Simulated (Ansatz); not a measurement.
## Bi2S3, one structure, two calculations

Cell: an entry of the Crystallography Open Database (COD), its atoms then relaxed with PBE in this cell.

Space group Pnma (No. 62); a = 11.3160, b = 3.9709, c = 11.1780 Å.

```
site  Wyckoff  site symmetry       x       y       z
 Bi1       4c            .m.  0.4878  0.2500  0.3250
 Bi5       4c            .m.  0.3377  0.7500  0.0320
  S9       4c            .m.  0.2838  0.2500  0.1928
 S13       4c            .m.  0.5496  0.7500  0.1292
 S17       4c            .m.  0.3775  0.7500  0.4441
```

One atom of each set is listed.

First run. Method: Kohn–Sham DFT in Ansatz, PBE, plane waves and PAW, scalar-relativistic, 420 eV cutoff, Γ-centred 3×7×3 k-points, Fermi–Dirac smearing 0.02 eV.

```tsv
site	V_zz (10²¹ V/m²)	η
Bi1	7.18	0.89
Bi5	-18.54	0.09
S9	-2.52	0.33
S13	-4.12	0.96
S17	-8.71	0.11
```

Second run. The same atoms and settings, except that the cutoff is 350 eV.

Problem. What does the second run give?

Solution. 

```
site    V_zz     η  change of V_zz
 Bi1    7.16  0.89           -0.02
 Bi5  -18.51  0.09           +0.03
  S9   -2.52  0.33            0.00
 S13   -4.11  0.96           +0.01
 S17   -8.71  0.11            0.00
```

No V_zz moves by more than 0.03.

Spin–orbit coupling is left out, which shifts gradients on Bi by a few per cent, and by more where contributions nearly cancel.
